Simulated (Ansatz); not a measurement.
Ansatz (an electronic-structure program) input:

Ansatz 0.2 input:
```yaml
crystal:
  lattice:
    - [3.6234444287, 2.0919966163, 13.1417660788]
    - [-3.6234444287, 2.0919966163, 13.1417660788]
    - [0.0, -4.1839932326, 13.1417660788]
  atoms:
    - { symbol: Ba, position: [0.1506130014, 0.1506130014, 0.1506130014] }
    - { symbol: Ba, position: [0.8493869986, 0.8493869986, 0.8493869986] }
    - { symbol: Ba, position: [0.3493869986, 0.3493869986, 0.3493869986] }
    - { symbol: Ba, position: [0.6506130014, 0.6506130014, 0.6506130014] }
    - { symbol: Ba, position: [0.25, 0.25, 0.25] }
    - { symbol: Ba, position: [0.75, 0.75, 0.75] }
    - { symbol: B, position: [0.4967380049, 0.2506309588, 0.6389835135] }
    - { symbol: B, position: [0.5032619951, 0.7493690412, 0.3610164865] }
    - { symbol: B, position: [0.6389835135, 0.4967380049, 0.2506309588] }
    - { symbol: B, position: [0.3610164865, 0.5032619951, 0.7493690412] }
    - { symbol: B, position: [0.2506309588, 0.6389835135, 0.4967380049] }
    - { symbol: B, position: [0.7493690412, 0.3610164865, 0.5032619951] }
    - { symbol: B, position: [0.8610164865, 0.2493690412, 0.0032619951] }
    - { symbol: B, position: [0.1389835135, 0.7506309588, 0.9967380049] }
    - { symbol: B, position: [0.2493690412, 0.0032619951, 0.8610164865] }
    - { symbol: B, position: [0.7506309588, 0.9967380049, 0.1389835135] }
    - { symbol: B, position: [0.0032619951, 0.8610164865, 0.2493690412] }
    - { symbol: B, position: [0.9967380049, 0.1389835135, 0.7506309588] }
    - { symbol: O, position: [0.289341063, 0.427927488, 0.6661723638] }
    - { symbol: O, position: [0.710658937, 0.572072512, 0.3338276362] }
    - { symbol: O, position: [0.6661723638, 0.289341063, 0.427927488] }
    - { symbol: O, position: [0.3338276362, 0.710658937, 0.572072512] }
    - { symbol: O, position: [0.427927488, 0.6661723638, 0.289341063] }
    - { symbol: O, position: [0.572072512, 0.3338276362, 0.710658937] }
    - { symbol: O, position: [0.8338276362, 0.072072512, 0.210658937] }
    - { symbol: O, position: [0.1661723638, 0.927927488, 0.789341063] }
    - { symbol: O, position: [0.072072512, 0.210658937, 0.8338276362] }
    - { symbol: O, position: [0.927927488, 0.789341063, 0.1661723638] }
    - { symbol: O, position: [0.210658937, 0.8338276362, 0.072072512] }
    - { symbol: O, position: [0.789341063, 0.1661723638, 0.927927488] }
    - { symbol: O, position: [0.0579770271, 0.8072712627, 0.5269785043] }
    - { symbol: O, position: [0.9420229729, 0.1927287373, 0.4730214957] }
    - { symbol: O, position: [0.5269785043, 0.0579770271, 0.8072712627] }
    - { symbol: O, position: [0.4730214957, 0.9420229729, 0.1927287373] }
    - { symbol: O, position: [0.8072712627, 0.5269785043, 0.0579770271] }
    - { symbol: O, position: [0.1927287373, 0.4730214957, 0.9420229729] }
    - { symbol: O, position: [0.9730214957, 0.6927287373, 0.4420229729] }
    - { symbol: O, position: [0.0269785043, 0.3072712627, 0.5579770271] }
    - { symbol: O, position: [0.6927287373, 0.4420229729, 0.9730214957] }
    - { symbol: O, position: [0.3072712627, 0.5579770271, 0.0269785043] }
    - { symbol: O, position: [0.4420229729, 0.9730214957, 0.6927287373] }
    - { symbol: O, position: [0.5579770271, 0.0269785043, 0.3072712627] }
kpoints:
  mp_grid: { grid: [3, 3, 3] }
hamiltonian:
  xc: hse06
  pseudopotentials: { kind: paw }
scf:
  n_extra_bands: 42
  occupations: { method: fixed }
output:
  eigenvalues: true
  eigenstates:
    e_range: [-9.0, 15.6]
    kpoints:
      - [-0.166667, 0.166667, -0.46875]  # VBM
      - [0.0, 0.0, 0.0]  # CBM
      - [0.0, 0.0, 0.0]  # GAMMA
      - [0.5, 0.5, 0.5]  # T
      - [0.5, 0.0, 0.0]  # L
      - [0.5, 0.0, 0.5]  # F
      - [0.3417801533, -0.3417801533, 0.0]  # S_0
      - [0.6582198467, 0.0, 0.3417801533]  # S_2
      - [0.5, -0.1835603065, 0.1835603065]  # H_0
      - [0.8164396935, 0.1835603065, 0.5]  # H_2
```

Output (shortened):

```
basis.fft_grid_basis auto: the FFT boxes are laid along the combinations [[1, 0, -1], [0, 1, -1], [0, 0, 1]] of the cell's own vectors, 7.247, 7.247 and 13.792 …
Pseudopotential: Ba, paw, valence charge 10
Pseudopotential: B, paw, valence charge 3
Pseudopotential: O, paw, valence charge 6
Functional definition: HSE06
davidson cushion auto → on  (no smearing: the cushion is to keep the highest requested band from converging to the state above it …
Crystal: 42 atoms, lattice volume = 597.706 Å³
Basis set: ecut = 420 eV, 11623 PW (Γ), FFT grids on a1−a3, a2−a3, a3
Bands: 162, of which v1, the nominal top of the filled ones, is band 120 counted from 1 (119 counted from 0)
Symmetry: 12 space group operations
Space group: R-3c (ITA 167), of the structure as read, at distance tolerance 8.4e-5 Å
k-points: 6 of 27
SCF iter   1: F=—  HF=-51240.791037 eV  |F-HF|=—  |Δ(HF+E_count)|=         —  Δρ=3.26e-3  dr2=8.80e-2  ethr=1.77e-3  ⟨swp⟩=11.3  Hψ=5931  notcnv=0
preconditioner: auto → none
SCF iter   2: F=—  HF=-51240.805309 eV  |F-HF|=—  |Δ(HF+E_count)|=   1.43e-2  Δρ=3.20e-3  dr2=5.09e-2  ethr=3.67e-5  ⟨swp⟩=6.5  Hψ=3545  notcnv=0  defer=1
iter 3 solved again at ethr=5.90e-7 eV; its pass at ethr=2.12e-5 eV (dr2=1.42e-3 eV) is discarded
SCF iter   3: F=-51240.798915 eV  HF=-51240.795074 eV  |F-HF|=3.84e-3  |Δ(HF+E_count)|=   1.02e-2  Δρ=8.00e-4  dr2=1.45e-3  ethr=5.90e-7  ⟨swp⟩=5.7  Hψ=5768  notcnv=0
SCF 1 stopped early in 3 iterations: F = -51240.798915 eV  dr2 = 1.45e-3
Crystal: 42 atoms, lattice volume = 597.706 Å³
Exchange kernel: α = 0.2500, screened, ω = 0.2079 Å⁻¹, Wigner–Seitz truncation, v(0) = 1046.3515 eV·Å³, q-mesh 3×3×3, nearest image of the exchange supercell L …
Frozen-core exchange: fock
SCF iter   1: F=—  HF=-51268.260481 eV  |F-HF|=—  |Δ(HF+E_count)|=         —  Δρ=7.31e-3  dr2=3.23e-1  ethr=6.03e-6  ⟨swp⟩=9.3  Hψ=5639  notcnv=0
preconditioner: auto → none
SCF iter   2: F=—  HF=-51268.167610 eV  |F-HF|=—  |Δ(HF+E_count)|=   9.29e-2  Δρ=4.69e-3  dr2=5.79e-2  ethr=6.03e-6  ⟨swp⟩=5.0  Hψ=4156  notcnv=0
SCF iter   3: F=—  HF=-51268.233002 eV  |F-HF|=—  |Δ(HF+E_count)|=   6.54e-2  Δρ=2.12e-3  dr2=1.93e-2  ethr=6.03e-6  ⟨swp⟩=5.3  Hψ=3542  notcnv=0
SCF iter   4: F=—  HF=-51268.226778 eV  |F-HF|=—  |Δ(HF+E_count)|=   6.22e-3  Δρ=6.04e-4  dr2=2.06e-3  ethr=6.03e-6  ⟨swp⟩=3.0  Hψ=2269  notcnv=0
SCF iter   5: F=—  HF=-51268.226560 eV  |F-HF|=—  |Δ(HF+E_count)|=   2.18e-4  Δρ=1.37e-4  dr2=4.65e-4  ethr=5.96e-7  ⟨swp⟩=4.3  Hψ=3032  notcnv=0
SCF iter   6: F=—  HF=-51268.229529 eV  |F-HF|=—  |Δ(HF+E_count)|=   2.97e-3  Δρ=4.20e-4  dr2=9.36e-4  ethr=3.25e-8  ⟨swp⟩=9.0  Hψ=4480  notcnv=0  defer=10
SCF iter   7: F=-51268.229210 eV  HF=-51268.229263 eV  |F-HF|=5.30e-5  |Δ(HF+E_count)|=   2.66e-4  Δρ=1.16e-4  dr2=7.05e-5  ethr=3.25e-8  ⟨swp⟩=4.3  Hψ=3565  notcnv=0
SCF 2 stopped early in 7 iterations: F = -51268.229210 eV  dr2 = 7.05e-5
hybrid outer 1: dexx = +8.971e-2 eV, tail = 2.95e-4 eV
Crystal: 42 atoms, lattice volume = 597.706 Å³
Exchange kernel: α = 0.2500, screened, ω = 0.2079 Å⁻¹, Wigner–Seitz truncation, v(0) = 1046.3515 eV·Å³, q-mesh 3×3×3, nearest image of the exchange supercell L …
Frozen-core exchange: fock
SCF iter   1: F=—  HF=-51268.229735 eV  |F-HF|=—  |Δ(HF+E_count)|=         —  Δρ=8.39e-5  dr2=4.32e-5  ethr=6.14e-7  ⟨swp⟩=6.2  Hψ=2341  notcnv=0
preconditioner: auto → none
SCF iter   2: F=—  HF=-51268.229725 eV  |F-HF|=—  |Δ(HF+E_count)|=   1.04e-5  Δρ=3.72e-5  dr2=5.75e-6  ethr=1.63e-8  ⟨swp⟩=5.0  Hψ=3170  notcnv=0
SCF iter   3: F=—  HF=-51268.229727 eV  |F-HF|=—  |Δ(HF+E_count)|=   1.88e-6  Δρ=1.64e-5  dr2=1.27e-6  ethr=2.21e-9  ⟨swp⟩=7.5  Hψ=3351  notcnv=0
SCF iter   4: F=—  HF=-51268.229727 eV  |F-HF|=—  |Δ(HF+E_count)|=   1.82e-7  Δρ=9.48e-6  dr2=5.76e-7  ethr=4.60e-10  ⟨swp⟩=3.7  Hψ=2760  notcnv=0
iter 5 solved again at ethr=1.66e-12 eV; its pass at ethr=1.71e-10 eV (dr2=3.99e-9 eV) is discarded
SCF iter   5: F=-51268.229726 eV  HF=-51268.229726 eV  |F-HF|=2.81e-9  |Δ(HF+E_count)|=   1.37e-7  Δρ=1.14e-6  dr2=3.58e-8  ethr=2.86e-12 (applied; sched 1.66e-12)  ⟨swp⟩=4.8  Hψ=6080  notcnv=0
SCF 3 converged in 5 iterations: F = -51268.229726 eV  dr2 = 3.58e-8
hybrid outer 2: dexx = +3.995e-6 eV, tail = 1.18e-7 eV, Δε = 2.78e-3 eV (about 7.70e-5 eV left of the loop's levels)
NSCF: frozen V_eff on 10 k-points
hybrid SCF converged: 2 outer / 12 inner (+3 warm-up), last move |dexx| = 4.00e-6 eV, tail = 1.18e-7 eV
Stability not checked (fock_operator)
Free energy (F): -51268.229727 eV
Frozen-core exchange: fock
Harris-Foulkes:  -51268.229727 eV  (|F-HF|=2.81e-9)
Internal energy: -51268.229727 eV  (E = F + TS)
E sigma→0 (E₀):  -51268.229727 eV
Fermi energy:    2.983866 eV
--- Per-component energies (eV) ---
  E_band       = -1352.866995
  E_kinetic    = 5876.764111
  E_local      = -14340.069707  (includes V_loc(G=0)·N_el)
  E_nonlocal   = 1611.841551
  E_hartree    = 5298.189045
  E_xc         = -2551.227906
  E_vxc        = -2826.357958  (∫ρ·V_xc dr)
  E_exx        = -652.314479  (= α·E_x^exact, valence–valence)
  E_paw        = -36107.754549  (= ΣΔE_a)
  E_vpaw       = -966.839166  (= ΣTr[D̂ρ^β])
  E_aug_tail   = 0.060095  (compensation charges beyond the density's cutoff)
  E_ewald      = -10402.038009
  E_core_change = -1.679878  (= ΣΔE_core)
  E_smearing   =  0.000000  (= −TS)
  E_closure    = 0.000000  (closes the sum)
  Σ components = -51268.229727   (vs F -51268.229727, Δ=0.00e0)
  [band-id]    e_kinetic+e_local+e_nonlocal+2·e_hartree+e_vxc+2·e_exx+e_vpaw+e_augmentation_tail = -1352.851943   (vs E_band -1352.866995, Δ=1.51e-2)
--- Band table (eV; the first three rows and the last of 6) ---
  k-point 0: bands = ["-22.8321", "-22.8196", "-22.7596", "-22.7575", "-22.5697", "-22.5580", "-18.8622", "-18.8587", "-18.7262", "-18.7222", "-17.2892", "-17.2892", "-17.2811", "-17.2811", "-17.1867", "-17.1867", "-17.1780", "-17.1780", "-15.6531", …
  k-point 1: bands = ["-22.8150", "-22.8065", "-22.7735", "-22.7703", "-22.5670", "-22.5611", "-18.8730", "-18.8698", "-18.7248", "-18.7211", "-17.2971", "-17.2933", "-17.2894", "-17.2812", "-17.1983", "-17.1907", "-17.1889", "-17.1857", "-15.6446", …
  k-point 2: bands = ["-22.8150", "-22.8066", "-22.7735", "-22.7703", "-22.5670", "-22.5611", "-18.8738", "-18.8689", "-18.7257", "-18.7203", "-17.3010", "-17.2892", "-17.2873", "-17.2831", "-17.1964", "-17.1947", "-17.1910", "-17.1819", "-15.6452", …
  k-point 5: bands = ["-22.8110", "-22.8109", "-22.7718", "-22.7717", "-22.5640", "-22.5640", "-18.8723", "-18.8705", "-18.7238", "-18.7221", "-17.2992", "-17.2908", "-17.2873", "-17.2838", "-17.1957", "-17.1921", "-17.1919", "-17.1838", "-15.6297", …
  device         0  25.84 GiB
```

The points marked VBM and CBM come from a semilocal run.

The workflow started from a Materials Project entry (that database holds measured and hypothetical structures alike); the Crystallography Open Database files this formula in space group No. 167, but the cells were not matched. Its standing as an ambient phase is unchecked. The cell was relaxed with r²SCAN under the symmetry of its start; whether a distortion lowers the energy is not shown. Spin–orbit coupling is left out wherever it is not named.

Potentials: the later of the program's two PAW sets.

Ansatz is a plane-wave DFT program.
